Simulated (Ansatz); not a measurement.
**Computed energy against volume: KBr (rock salt)**

KBr (rock salt)

```yaml
crystal:
  lattice:
    - [0.00000, 3.30411, 3.30411]
    - [3.30411, 0.00000, 3.30411]
    - [3.30411, 3.30411, 0.00000]
  atoms:
    - { symbol: Br, position: [0.00000, 0.00000, 0.00000] }
    - { symbol: K, position: [0.50000, 0.50000, 0.50000] }
```

This relaxed cell (volume V₀) is scaled evenly in all directions, its shape held. Symmetry pins the atoms to their sites.

Method: r2SCAN (plane waves to 500 eV, PAW, scalar-relativistic; Ansatz, an electronic-structure program). k mesh 9×9×9 (Γ-centred), Fermi-Dirac smearing 0.05 eV. Energies are smeared free energies. Stress and pressure are positive under compression. KBr was relaxed with its symmetry unable to fall. ΔE is measured from the relaxed starting cell.

```json
[
 {"V/V₀": "0.900", "ΔE (eV/atom)": "0.0222", "P (GPa)": "2.18"},
 {"V/V₀": "0.920", "ΔE (eV/atom)": "0.0137", "P (GPa)": "1.64"},
 {"V/V₀": "0.940", "ΔE (eV/atom)": "0.0074", "P (GPa)": "1.16"},
 {"V/V₀": "0.960", "ΔE (eV/atom)": "0.0032", "P (GPa)": "0.73"},
 {"V/V₀": "0.980", "ΔE (eV/atom)": "0.0008", "P (GPa)": "0.34"},
 {"V/V₀": "1.000", "ΔE (eV/atom)": "0.0000", "P (GPa)": "0.01"},
 {"V/V₀": "1.020", "ΔE (eV/atom)": "0.0007", "P (GPa)": "-0.29"},
 {"V/V₀": "1.040", "ΔE (eV/atom)": "0.0026", "P (GPa)": "-0.56"},
 {"V/V₀": "1.060", "ΔE (eV/atom)": "0.0057", "P (GPa)": "-0.80"},
 {"V/V₀": "1.080", "ΔE (eV/atom)": "0.0097", "P (GPa)": "-1.01"},
 {"V/V₀": "1.100", "ΔE (eV/atom)": "0.0147", "P (GPa)": "-1.19"}
]
```

Summary:

```
Item                                                      Result
-------------------------------------------------  -------------
Pressure at the smallest volume                         2.18 GPa
Energy cost of the largest compression             22.2 meV/atom
Energy cost of the largest expansion               14.7 meV/atom
Bulk modulus B₀ (third-order Birch-Murnaghan fit)       15.9 GPa
Pressure derivative B₀′ (fit)                                4.9
Equilibrium volume of the fit                      36.09 Å³/atom
Pressure for 5 % compression (fit)                       0.9 GPa
```

The 11 points together took very roughly 60 core-seconds.

(A scan under strain: stresses follow from slopes of the energy per volume, elastic moduli from its curvatures.)
